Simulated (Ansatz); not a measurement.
Elastic constants of ScPd (Pm-3m), step by step

```
Sc Pd
1.0
     3.26669    0.00000    0.00000
     0.00000    3.26669    0.00000
     0.00000    0.00000    3.26669
Sc Pd
1 1
Direct
  0.50000 0.50000 0.50000
  0.00000 0.00000 0.00000
```

The conventional cell has a = 3.267 Å, b = 3.267 Å, c = 3.267 Å, α = 90.00°, β = 90.00°, γ = 90.00°. Around Sc (atom 1) lie 8 Pd at 2.83 Å. Pd (atom 2) has 8 Sc at 2.83 Å as nearest neighbours.

Unless marked otherwise, the numbers come from PBEsol, all-electron LAPW in Ansatz 0.2.0, scalar-relativistic. k mesh 14×14×14, Fermi-Dirac smearing of 0.100 eV, basis error target 0.5 meV/atom. The cell was relaxed by PAW under this functional.

The cell is cubic and carries a residual pressure of 0.00 GPa at this level. Each strain component that symmetry leaves independent is applied at ±0.003 and ±0.006, the ions relax wherever a strain frees them, and the stress (tension positive, GPa) is read. Shears are engineering strains, γ = 2ε.

```json
{"strain": "xx", "size": "-0.006", "σxx": "-1.1030", "σyy": "-0.5828", "σzz": "-0.5828", "σyz": "0.0000", "σxz": "0.0000", "σxy": "0.0000"}
{"strain": "xx", "size": "-0.003", "σxx": "-0.5489", "σyy": "-0.2889", "σzz": "-0.2889", "σyz": "0.0000", "σxz": "0.0000", "σxy": "0.0000"}
{"strain": "xx", "size": "+0.003", "σxx": "0.5397", "σyy": "0.2817", "σzz": "0.2817", "σyz": "0.0000", "σxz": "0.0000", "σxy": "0.0000"}
{"strain": "xx", "size": "+0.006", "σxx": "1.0717", "σyy": "0.5595", "σzz": "0.5595", "σyz": "0.0000", "σxz": "0.0000", "σxy": "0.0000"}
{"strain": "yz", "size": "-0.006", "σxx": "-0.0049", "σyy": "-0.0040", "σzz": "-0.0040", "σyz": "-0.2927", "σxz": "0.0000", "σxy": "0.0000"}
{"strain": "yz", "size": "-0.003", "σxx": "-0.0019", "σyy": "-0.0016", "σzz": "-0.0016", "σyz": "-0.1463", "σxz": "0.0000", "σxy": "0.0000"}
{"strain": "yz", "size": "+0.003", "σxx": "-0.0019", "σyy": "-0.0016", "σzz": "-0.0016", "σyz": "0.1463", "σxz": "0.0000", "σxy": "0.0000"}
{"strain": "yz", "size": "+0.006", "σxx": "-0.0049", "σyy": "-0.0040", "σzz": "-0.0040", "σyz": "0.2927", "σxz": "0.0000", "σxy": "0.0000"}
```

The slope is [8(σ(+δ) − σ(−δ)) − (σ(+2δ) − σ(−2δ))]/(12δ), and the program imposes the crystal's symmetry on the matrix.

(1) What are the independent elastic constants?

(2) Do they meet the Born conditions?

(3) What moduli does a random aggregate of grains have?

(4) With the density of 7.211 g/cm³, how fast does sound travel, and what Debye temperature follows?

(5) How far do the constants move if PAW replaces LAPW in the same cell?

(6) What happens at 5 GPa (cell relaxed there)?

Answers

(1) C11 = 181.5, C12 = 95.1, C44 = 48.8 GPa.

(2) C11 − C12 = 86.4, C11 + 2C12 = 371.6 and C44 = 48.8 GPa must all be positive, so the crystal is elastically stable; that says nothing yet of its phonons.

(3) B = (C11 + 2C12)/3 = 123.9 GPa. G_V = (C11 − C12 + 3C44)/5 = 46.6 and G_R = 5(C11 − C12)C44/(4C44 + 3(C11 − C12)) = 46.4, so G_H = 46.5 GPa. Then E = 9BG/(3B + G) = 123.9 GPa, ν = (3B − 2G)/(6B + 2G) = 0.333 and B/G = 2.67, on the ductile side of Pugh's 1.75 (a rule of thumb).

(4) 

```
direction  slow (m/s)  middle (m/s)  fast (m/s)
    [100]        2601          2601        5017
    [110]        2448          2601        5093
    [111]        2500          2500        5119
```

The mean of v⁻³ over directions and branches gives v_m = 2847 m/s and θ_D = (ħ/k_B) v_m (6π²n)^(1/3) = 327 K, n being atoms per volume. Young's modulus spans 116 to 129 GPa over directions, and the universal anisotropy index is 0.02.

(5) 

```json
{"constant": "C11", "LAPW (GPa)": "181.5", "PAW (GPa)": "181.4", "difference": "-0.1"}
{"constant": "C12", "LAPW (GPa)": "95.1", "PAW (GPa)": "95.0", "difference": "-0.1"}
{"constant": "C44", "LAPW (GPa)": "48.8", "PAW (GPa)": "48.8", "difference": "0.0"}
```

(6) The volume falls to 0.9632 of its value, and C11 = 204.7, C12 = 115.5, C44 = 55.7 GPa (slopes of the stress), in this structure whether or not another phase takes over.

Keep in mind: responses of metals move with mesh and smearing; the frozen-core PAW files of the compared runs were fitted under PBE, their cores solved anew for this functional.
